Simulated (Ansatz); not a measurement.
An Ansatz (a quantum-chemistry and plane-wave program) input:

Ansatz 0.2 input:
```yaml
crystal:
  lattice:
    - [5.1006880236, 0.0, 0.0]
    - [0.0, 5.1006880236, 0.0]
    - [0.0, 0.0, 5.1006880236]
  atoms:
    - { symbol: Sn, position: [0.0, 0.5, 0.5] }
    - { symbol: Sn, position: [0.5, 0.5, 0.0] }
    - { symbol: Sn, position: [0.5, 0.0, 0.5] }
    - { symbol: Sn, position: [0.0, 0.0, 0.0] }
    - { symbol: O, position: [0.3397221943, 0.1602778057, 0.8397221943] }
    - { symbol: O, position: [0.6602778057, 0.8397221943, 0.1602778057] }
    - { symbol: O, position: [0.1602778057, 0.8397221943, 0.3397221943] }
    - { symbol: O, position: [0.8397221943, 0.1602778057, 0.6602778057] }
    - { symbol: O, position: [0.8397221943, 0.3397221943, 0.1602778057] }
    - { symbol: O, position: [0.1602778057, 0.6602778057, 0.8397221943] }
    - { symbol: O, position: [0.6602778057, 0.6602778057, 0.6602778057] }
    - { symbol: O, position: [0.3397221943, 0.3397221943, 0.3397221943] }
kpoints:
  mp_grid: { grid: [3, 3, 3] }
hamiltonian:
  xc: hse06
  pseudopotentials: { kind: paw }
scf:
  n_extra_bands: 12
  occupations: { method: fixed }
output:
  eigenvalues: true
  eigenstates:
    e_range: [-9.0, 10.4]
    kpoints:
      - [0.0, 0.135417, 0.385417]  # VBM
      - [0.0, 0.0, 0.0]  # CBM
      - [0.0, 0.0, 0.0]  # GAMMA
      - [0.5, 0.5, 0.5]  # R
      - [0.5, 0.5, 0.0]  # M
      - [0.0, 0.5, 0.0]  # X
      - [0.5, 0.0, 0.0]  # X_1
```

Q: How many symmetry operations and irreducible k-points will the run report?

A: 24 operations, 4 of 27 k-points.

Q: With a cutoff of 420 eV, how many plane waves at Γ?

A: 2553.

It took very roughly 6 core-minutes on shared server cores.

The points marked VBM and CBM come from a semilocal run.

Space group Pa-3. The workflow started from a Materials Project entry (that database holds measured and hypothetical structures alike); the Crystallography Open Database copy checked does not list it. It is not the phase usual at ambient conditions (space group No. 136). The r²SCAN relaxation kept the symmetry of its start; whether a distortion lowers the energy is not shown. Spin–orbit coupling is left out wherever it is not named.

Potentials: the later of the program's two PAW sets.

Ansatz is a plane-wave DFT program.
